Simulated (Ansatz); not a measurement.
LaAl2Ag3 in space group P6/mmm (No. 191; Al on 2c, La on 1a, Ag on 3g) under volume change, r²SCAN (plane waves, PAW; program Ansatz), shape and atoms relaxed at each volume.

```
V (Å³/atom)  E − E(relaxed) (meV/atom)  P (GPa)
-----------  -------------------------  -------
18.402                            53.5    10.33
19.009                            22.3     6.26
19.616                             ___      ___
20.222                             0.0     0.00
20.829                             4.7    -2.40
21.436                            17.6    -4.40
22.042                             ___      ___
```

### Question
Complete the blanks.

### Answer

- 19.616, E − E(relaxed) (meV/atom): 5.2
- 19.616, P (GPa): 2.86
- 22.042, E − E(relaxed) (meV/atom): 37.6
- 22.042, P (GPa): -6.08

### Question
What does a third-order Birch–Murnaghan fit give for V₀, B₀ and B′?

### Answer
V₀ = 20.22 Å³/atom, B₀ = 87.0 GPa, B′ = 4.9.

The workflow started from an entry of the Crystallography Open Database (COD). Its standing as an ambient phase is unchecked. The r²SCAN relaxation kept the symmetry of its start; whether a distortion lowers the energy is not shown. The run is not spin-polarised. Spin–orbit coupling is left out wherever it is not named.

Potentials: the later of the program's two PAW sets.
